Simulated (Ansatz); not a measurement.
## Squeezing Ni (hcp type)

```yaml
crystal:
  lattice:
    - [2.44913, 0.00000, 0.00000]
    - [-1.22457, 2.12101, 0.00000]
    - [0.00000, 0.00000, 4.01511]
  atoms:
    - { symbol: Ni, position: [0.33333, 0.66667, 0.25000] }
    - { symbol: Ni, position: [0.66667, 0.33333, 0.75000] }
```

The cell comes from a relaxation on PAW files under the same functional, begun from a prototype that needn't be the stable phase.

Its volume is scaled, and at each volume shape and atoms are relaxed on PAW files; all methods then take that cell.

Level of theory: DFT with PBEsol, scalar-relativistic, in Ansatz 0.2.0; a Γ-centred 18×18×10 k mesh, Fermi–Dirac smearing of 0.1 eV, spin-polarised from start moments Ni1 1, Ni2 1 μB. LAPW: all electrons, basis error target 1 meV/atom; PAW: frozen-core files, cutoff 420 eV; crystal datasets: all electrons, by PAW datasets that the program makes for each cell; norm-conserving: pseudopotentials, cutoff 1333 eV; PAW (cutoff 250 eV): frozen-core files, cutoff 250 eV.

Energies are extrapolated to zero smearing and count from the unscaled cell; pressure is positive in compression; gaps take the mesh and a band path. No temperature or zero-point motion is included.

Other magnetic orders may lie lower. The PAW files were made under PBE. The structure type is held throughout; the real material can change phase at far lower pressure.

```json
{"V/V0": "1.00", "V (Å³/atom)": "10.43", "P LAPW (GPa)": "-0.01", "ΔE LAPW (eV/atom)": "0.000", "P PAW − LAPW (GPa)": "0.01", "ΔE PAW − LAPW (meV/atom)": "0.0", "moment (μB/cell)": "1.23", "space group": "P6_3/mmc", "shortest distance (Å)": "2.449"}
{"V/V0": "0.90", "V (Å³/atom)": "9.39", "P LAPW (GPa)": "30.8", "ΔE LAPW (eV/atom)": "0.088", "P PAW − LAPW (GPa)": "0.03", "ΔE PAW − LAPW (meV/atom)": "0.2", "moment (μB/cell)": "1.17", "space group": "P6_3/mmc", "shortest distance (Å)": "?"}
{"V/V0": "0.80", "V (Å³/atom)": "8.34", "P LAPW (GPa)": "86.6", "ΔE LAPW (eV/atom)": "0.449", "P PAW − LAPW (GPa)": "0.01", "ΔE PAW − LAPW (meV/atom)": "0.4", "moment (μB/cell)": "1.09", "space group": "P6_3/mmc", "shortest distance (Å)": "2.273"}
{"V/V0": "0.70", "V (Å³/atom)": "7.30", "P LAPW (GPa)": "190.0", "ΔE LAPW (eV/atom)": "1.313", "P PAW − LAPW (GPa)": "-0.16", "ΔE PAW − LAPW (meV/atom)": "0.0", "moment (μB/cell)": "0.99", "space group": "P6_3/mmc", "shortest distance (Å)": "2.174"}
{"V/V0": "0.60", "V (Å³/atom)": "6.26", "P LAPW (GPa)": "389.6", "ΔE LAPW (eV/atom)": "3.126", "P PAW − LAPW (GPa)": "-0.34", "ΔE PAW − LAPW (meV/atom)": "-1.8", "moment (μB/cell)": "0.75", "space group": "P6_3/mmc", "shortest distance (Å)": "2.064"}
{"V/V0": "0.50", "V (Å³/atom)": "5.21", "P LAPW (GPa)": "801.5", "ΔE LAPW (eV/atom)": "6.832", "P PAW − LAPW (GPa)": "0.17", "ΔE PAW − LAPW (meV/atom)": "-3.0", "moment (μB/cell)": "0.00", "space group": "P6_3/mmc", "shortest distance (Å)": "?"}
{"V/V0": "0.40", "V (Å³/atom)": "4.17", "P LAPW (GPa)": "1743", "ΔE LAPW (eV/atom)": "14.663", "P PAW − LAPW (GPa)": "-12.00", "ΔE PAW − LAPW (meV/atom)": "-17.8", "moment (μB/cell)": "0.00", "space group": "P6_3/mmc", "shortest distance (Å)": "1.801"}
```

Problem. Give the missing entry: row "0.50", column "shortest distance (Å)".

Solution. 1.941.

Problem. Give the missing entry: row "0.90", column "shortest distance (Å)".

Solution. 2.365.

Problem. From the table, what is the rise of the enthalpy H = E + pV up to the last row, and how stiff is the crystal between the last two rows?

Solution. ΔH = 14.663 eV + (1743 GPa × 4.17 Å³ + 0.01 GPa × 10.43 Å³) × 0.006242 eV/(GPa·Å³) = 60.04 eV/atom, of which pV makes 76 %. The mean bulk modulus there is −ΔP/Δln V = 4220 GPa.

Problem. At the smallest volume, how far do crystal datasets and norm-conserving and PAW (cutoff 250 eV) lie from LAPW in pressure?

Solution. crystal datasets: 0.00 GPa; norm-conserving: -39.80 GPa; PAW (cutoff 250 eV): -7.77 GPa, on a LAPW pressure of 1743 GPa.

Problem. How do the Löwdin populations by LAPW change from the unscaled cell to the last row?

Solution. Ni 3s 1.99 → 1.93, Ni 4s 0.99 → 0.81, Ni 3d 8.81 → 9.13 electrons an atom. These are projections on the shells that the free atoms fill; 0.44 e a cell lies outside them at the start and 0.30 e at the end.

Problem. Where is the magnetism lost?

Solution. By V/V0 = 0.50 (801.5 GPa) the moment has died away, since the bands widen under compression.
